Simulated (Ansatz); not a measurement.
All numbers below come from Ansatz, DFT PBE, scalar-relativistic, plane waves, PAW. All cells share a 420 eV cutoff and Γ-centred k meshes spaced about 0.3 Å⁻¹ or finer (0.25 for metals, 2π included). No spin polarisation in the final relaxations.

These are static total energies at zero pressure. All come from trial cells, and lower structures may exist.

Question: Which of these relaxed structures of ScGa₅S is the lowest in energy?
A.

```xyz
14
Lattice="3.5501 0.0000 0.0000 0.0000 3.5501 0.0000 0.0000 0.0000 20.7897" Properties=species:S:1:pos:R:3 pbc="T T T"
Sc    0.0000    1.7750   18.9913
Sc    1.7750    0.0000    1.7984
Ga    0.0000    1.7750   15.7408
Ga    0.0000    1.7750   12.7044
Ga    0.0000    1.7750    3.7931
Ga    0.0000    1.7750    6.6311
Ga    0.0000    1.7750    9.6488
Ga    1.7750    0.0000    5.0489
Ga    1.7750    0.0000    8.0852
Ga    1.7750    0.0000   16.9966
Ga    1.7750    0.0000   14.1586
Ga    1.7750    0.0000   11.1409
S     0.0000    1.7750    1.0235
S     1.7750    0.0000   19.7662
```

B.

```xyz
7
Lattice="3.8369 0.0000 0.0000 0.0000 3.8369 0.0000 0.0000 0.0000 9.0277" Properties=species:S:1:pos:R:3 pbc="T T T"
Sc    0.0000    0.0000    4.5139
Ga    1.9184    0.0000    7.1083
Ga    0.0000    1.9184    1.9195
Ga    0.0000    1.9184    7.1083
Ga    1.9184    0.0000    1.9195
Ga    1.9184    1.9184    0.0000
S     1.9184    1.9184    4.5139
```

Answer: A. It has space group P4/nmm (No. 129); the next, B, with space group P4/mmm (No. 123), lies 105 meV/atom higher. Counting Ga or Sc atoms around S (for each partner element, those within 1.25 times its shortest distance or 1.15 times the sum of covalent radii, where it is the nearest in units of that sum or under 1.3; a plus sign parts groups by distance over the sum of covalent radii), the lowest has S 5+1 and the next has S 4.

Cells relaxed within their symmetry can be saddle points. Some types were kept out of the candidates beforehand, so the set may lack a known form.
